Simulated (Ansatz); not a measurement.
AlRu:
```xyz
2
Lattice="2.9825 0.0000 0.0000 0.0000 2.9825 0.0000 0.0000 0.0000 2.9825" Properties=species:S:1:pos:R:3 pbc="T T T"
Ru     0.0000     0.0000     0.0000
Al     1.4912     1.4912     1.4912
```

Relaxed with r²SCAN. Special points in fractions of this cell's reciprocal vectors: Γ (0.000, 0.000, 0.000); X (0.000, 0.500, 0.000); M (0.500, 0.500, 0.000); R (0.500, 0.500, 0.500).

List the band energies nearest the Fermi level at these points for r²SCAN (plane waves, PAW; program Ansatz).

In eV from the Fermi level; about four levels below and three above (degenerate sets whole), none deeper than 8.9 eV; … stands for higher levels left out; points with the same levels are listed once.

| k | below | above |
|---|---|---|
| Γ | -3.73 -3.73 | 0.17 0.17 0.17 |
| X | -5.71 -2.84 -1.71 -1.71 | 0.44 2.55 7.71 |
| M | -1.48 -1.48 -1.26 -1.26 | 1.74 5.73 … |
| R | -4.96 -4.96 -4.96 | 1.84 1.84 3.26 |

Space group Pm-3m (CsCl type). Symmetry was held in the r²SCAN relaxation. No spin polarisation was allowed. Spin–orbit coupling is left out wherever it is not named.

Potentials: the earlier of the program's two PAW sets.
